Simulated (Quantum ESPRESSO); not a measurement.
# Moving one atom in MgZn2SF2Se

These are calculations, not measurements. They come from pw.x of Quantum ESPRESSO 7.5, a plane-wave density functional program, with PseudoDojo standard norm-conserving files (v0.5 for PBE, v0.4.1 for LDA and PBEsol). The cells are made up: elements, strain and atom displacements were drawn at random, and nothing was relaxed. There is no spin polarisation, spin-orbit coupling or dispersion term.

The cell has 8 sites of a zincblende or diamond lattice. Sites 1 to 4 hold Mg Zn empty Zn; sites 5 to 8 hold S F F Se. Cell vectors in Å: (4.979, 0.049, -0.051); (0.049, 5.032, -0.026); (-0.051, -0.026, 5.045). Settings: PBE, cutoff 1170 eV, 4 x 4 x 4 k mesh shifted by half a step, Fermi-Dirac smearing of 0.025 eV.

Each run shifts the S atom on site 5 along z and leaves all else fixed. Site 2 is one of its nearest neighbours. E is the free energy of the cell above the lowest run shown. The last column is band 44 less band 43 at Gamma, from a band step after each run.

| run | shift (Å) | Fz on site 5 (eV/Å) | Fz on site 2 (eV/Å) | P (GPa) | E (meV) | level step at Gamma (eV) |
| --- | --- | --- | --- | --- | --- | --- |
| 1 | -0.1431 | 2.138 | 1.212 | 12.30 | 251.8 | 0.829 |
| 3 | -0.0033 | 0.865 | 1.442 | 11.30 | 41.9 | 0.765 |
| 4 | 0.0306 | 0.562 | 1.511 | 11.13 | 17.8 | 0.753 |
| 5 | 0.0661 | 0.249 | 1.588 | 10.98 | 3.4 | 0.742 |
| 6 | 0.1022 | -0.063 | 1.670 | 10.86 | 0.0 | 0.732 |
| 7 | 0.1666 | -0.598 | 1.825 | 10.72 | 21.4 | 0.719 |
| 2 | -0.0367 | ? | ? | ? | ? | ? |

A rerun of one of these cells at 1467 eV and k mesh 6 x 6 x 6 moved values by no more than 0.002 eV in the cell's energy, 0.02 GPa in stress and 0.002 eV/Å in force.

## Worked fit

A parabola through the six runs shown gives Fz on site 5 = 0.831 - 8.89 u + 1.7 u² eV/Å, with u in Å and a scatter of 0.005 eV/Å. Minus the slope, 8.89 ± 0.11 eV/Å², is this atom's force constant along z at u = 0, with its periodic images moving too. The fitted force vanishes at u = 0.095 Å, where the energy should be lowest along this line. The error is the larger of the fit's own and the change that a cubic makes, rounded up.

## Withheld run

Question: what Fz on site 5 should run 2 give?

The fit gives 1.160 eV/Å. The calculation gave 1.168 eV/Å.

| run | shift (Å) | Fz on site 5 (eV/Å) | Fz on site 2 (eV/Å) | P (GPa) | E (meV) | level step at Gamma (eV) |
| --- | --- | --- | --- | --- | --- | --- |
| 2 | -0.0367 | 1.168 | 1.379 | 11.50 | 75.9 | 0.779 |